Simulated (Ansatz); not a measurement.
**Zone-centre phonons of WS2: input and output**

Theory: DFT PBEsol, scalar-relativistic, plane waves, PAW in Ansatz.

Launched with:
```bash
ansatz run input.yaml --threads 2 --pin off --max-ram 7168MiB --backend cpu --events-out ev --progress --plain --runs-dir out
```

Input (bare energies are in eV):
```yaml
crystal:
  lattice:
    - [3.1461125377, 0.0, 0.0]
    - [-1.5730562689, 2.7246133808, 0.0]
    - [0.0, 0.0, 12.6962806774]
  atoms:
    - { symbol: W, position: [0.3333333333, 0.6666666667, 0.25] }
    - { symbol: W, position: [0.6666666667, 0.3333333333, 0.75] }
    - { symbol: S, position: [0.3333333333, 0.6666666667, 0.6265333756] }
    - { symbol: S, position: [0.6666666667, 0.3333333333, 0.1265333756] }
    - { symbol: S, position: [0.3333333333, 0.6666666667, 0.8734666244] }
    - { symbol: S, position: [0.6666666667, 0.3333333333, 0.3734666244] }
basis:
  ecutwfc: 420
kpoints:
  mp_grid: { grid: [12, 12, 4] }
hamiltonian:
  xc: pbesol
scf:
  occupations: { method: fixed }
output:
  eigenvalues: true
phonons:
  method: dfpt
  dielectric: true
  rigid_motions: translations
  raman: true
  eigenvectors: true
```

Results section of the output:
```
--- Phonons (Γ-DFPT): 4 representative perturbations + reference, on 164 of 576 k-points (Σ response iterations 12) ---
  k mesh reduced under 2 symmetry operations, with k and −k counted as one. Each operation leaves every solved perturbation unchanged. A smaller set is not considered because the run solves the response ...
  ASR residual: 3.874e-5 → 0.000e0 eV/Å²; symmetrization residual: 5.541e-6 eV/Å²
  ASR residual per site (eV/Å²): 3.87e-5 3.87e-5 1.37e-5 1.37e-5 1.37e-5 1.37e-5
  Γ frequencies (cm⁻¹): 0.00 0.00 0.00 19.53 19.53 26.29 294.30 294.30 295.50 295.50 354.16 354.16 354.28 354.28 414.85 415.92 434.96 436.39
  ε∞ (high-frequency dielectric tensor):
       13.435050     0.000000    -0.000000
        0.000000    13.435050    -0.000000
       -0.000000    -0.000000     5.560377
  ε⁰ (static dielectric tensor: ions relaxed, cell fixed):
       13.499807     0.000000    -0.000000
        0.000000    13.499807    -0.000000
       -0.000000    -0.000000     5.579137
  ε⁰ − ε∞ (ionic part):
        0.064758    -0.000000     0.000000
       -0.000000     0.064758     0.000000
        0.000000     0.000000     0.018760
  softest optical mode at Γ: 19.53 cm⁻¹; the repairs (sum rule, projections) moved no ω² at Γ by more than (0.98 cm⁻¹)²
  Born effective charges Z* (e; rows j = field, columns β = displacement):
    site 0:
        -0.65347    0.00000    0.00000
         0.00000   -0.65347    0.00000
        -0.00000    0.00000   -0.43196
    site 1:
        -0.65347    0.00000    0.00000
         0.00000   -0.65347    0.00000
        -0.00000    0.00000   -0.43196
    site 2:
         0.32673   -0.00000   -0.00000
        -0.00000    0.32673   -0.00000
        -0.00000   -0.00000    0.21598
    site 3:
         0.32673   -0.00000   -0.00000
        -0.00000    0.32673   -0.00000
         0.00000   -0.00000    0.21598
    site 4:
         0.32673   -0.00000    0.00000
        -0.00000    0.32673   -0.00000
         0.00000   -0.00000    0.21598
    site 5:
         0.32673   -0.00000   -0.00000
        -0.00000    0.32673   -0.00000
        -0.00000   -0.00000    0.21598
  Z* charge neutrality: 5.473e-3 e pre-enforcement
  solved inside a basis spanned on kpoints, on 12×12×4 k-points transformed towards the longest dipole: ε∞ is read to err by 5.3e-2, Z* by 1.6e-2 e (field_mesh: kpoints solves on kpoints); Z* is corrected for ...
  Raman tensors (in the event stream and the table raman_tensors.tsv): an entry may err by 5.9e-1 Å², one of the second-order susceptibility by 1.6e-18 pm/V (basis, points and sum rule); their sum over the sites missed zero by 3.553e-15 Å² ...
  optical modes at Γ without the LO–TO term, one row a degenerate level:
      ω (cm⁻¹) modes IR ((D/Å)²/amu) static Raman (Å⁴/amu) depolarisation
         19.53      2             0.0000                 0.6265           0.750
         26.29      1             0.0000                 0.0000               —
        294.30      2             0.0000                 0.0000               —
        295.50      2             0.0000                 4.1675           0.750
        354.16      2             0.8289                 0.0000               —
        354.28      2             0.0000               741.6018           0.750
        414.85      1             0.0000                 0.0000               —
        415.92      1             0.0000               985.7654           0.079
        434.96      1             0.1811                 0.0000               —
        436.39      1             0.0000                 0.0000               —
  optical modes at Γ + LO–TO along q̂ = [1.0000, 0.0000, 0.0000]:
      ω (cm⁻¹) modes IR ((D/Å)²/amu) static Raman (Å⁴/amu) depolarisation
         19.53      2             0.0000                 0.6265           0.750
         26.29      1             0.0000                 0.0000               —
        294.30      2             0.0000                 0.0000               —
        295.50      2             0.0000                 4.1675           0.750
        354.16      1             0.4145                 0.0000               —
        354.28      2             0.0000               741.6018           0.750
        355.01      1             0.4145                 0.0000               —
        414.85      1             0.0000                 0.0000               —
        415.92      1             0.0000               985.7654           0.079
        434.96      1             0.1811                 0.0000               —
        436.39      1             0.0000                 0.0000               —
  optical modes at Γ + LO–TO along q̂ = [0.0000, 1.0000, 0.0000]:
      ω (cm⁻¹) modes IR ((D/Å)²/amu) static Raman (Å⁴/amu) depolarisation
         19.53      2             0.0000                 0.6265           0.750
         26.29      1             0.0000                 0.0000               —
        294.30      2             0.0000                 0.0000               —
        295.50      2             0.0000                 4.1675           0.750
        354.16      1             0.4145                 0.0000               —
        354.28      2             0.0000               741.6018           0.750
        355.01      1             0.4145                 0.0000               —
        414.85      1             0.0000                 0.0000               —
        415.92      1             0.0000               985.7654           0.079
        434.96      1             0.1811                 0.0000               —
        436.39      1             0.0000                 0.0000               —
  optical modes at Γ + LO–TO along q̂ = [0.0000, 0.0000, 1.0000]:
      ω (cm⁻¹) modes IR ((D/Å)²/amu) static Raman (Å⁴/amu) depolarisation
         19.53      2             0.0000                 0.6265           0.750
         26.29      1             0.0000                 0.0000               —
        294.30      2             0.0000                 0.0000               —
        295.50      2             0.0000                 4.1675           0.750
        354.16      2             0.8289                 0.0000               —
        354.28      2             0.0000               741.6018           0.750
        414.85      1             0.0000                 0.0000               —
        415.92      1             0.0000               985.7654           0.079
        435.70      1             0.1811                 0.0000               —
        436.39      1             0.0000                 0.0000               —
```

Time: 11 min on 2 threads of Intel(R) Xeon(R) Platinum 8488C (Sapphire Rapids), on a shared host, peak memory 2.5 GiB.

The crystal is built of layers and no dispersion correction was added, so the binding between them is poorly described, and with it their spacing and whatever depends on it. Spin–orbit coupling is left out, which matters for heavy elements.